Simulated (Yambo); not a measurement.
Yambo run on Se (space group P3_121, No. 152). The wavefunctions are PBE (stringent potentials; Quantum ESPRESSO, PseudoDojo norm-conserving, 104 Ry, scalar-relativistic) ones on a 3×3×2 mesh (36 occupied bands); a = 4.0578 Å, b = 4.0578 Å, c = 5.1346 Å, α = 90.00°, β = 90.00°, γ = 120.00°.

Yambo input:

```
rim_cut
gw0
dyson
el_el_corr
HF_and_locXC
ppa
em1d
RandQpts= 1000000
RandGvec= 1 Ry
EXXRLvcs= 104 Ry
VXCRLvcs= 416 Ry
Chimod= "HARTREE"
% BndsRnXp
 28 | 398 |
%
NGsBlkXp= 15 Ry
% LongDrXp
 1.0 | 1.0 | 1.0 |
%
PPAPntXp= 27.2114 eV
% GbndRnge
 1 | 217 |
%
GTermKind= "BG"
DysSolver= "n"
ExtendOut
% QPkrange
 6 | 6 | 36 | 37 |
%
```

k points by index: 6 = H.

Resulting energies as the program prints them:

```
#    K-point    Band    Eo [eV]    E [eV]    E-Eo [eV]    Vxc [eV]    Vnlxc [eV]    Sc|Eo [eV]    Sc|E [eV]    dSc/dw|Eo [eV]    Re(Z)    Im(Z)
#
    6    36    0.000000    -0.296609    -0.296609    -14.95676    -16.57106    1.231227    1.317696    -7.930536    0.774325    -0.001539
    6    37    0.524030    0.596319    0.072289    -14.26357    -10.54925    -3.621264    -3.642032    -7.806466    0.777069    -0.001548
```
(The two width columns are left out.) Convergence of these settings isn't established.

Spin-orbit coupling is not included.

Geometry relaxed with PBE+D3(BJ).
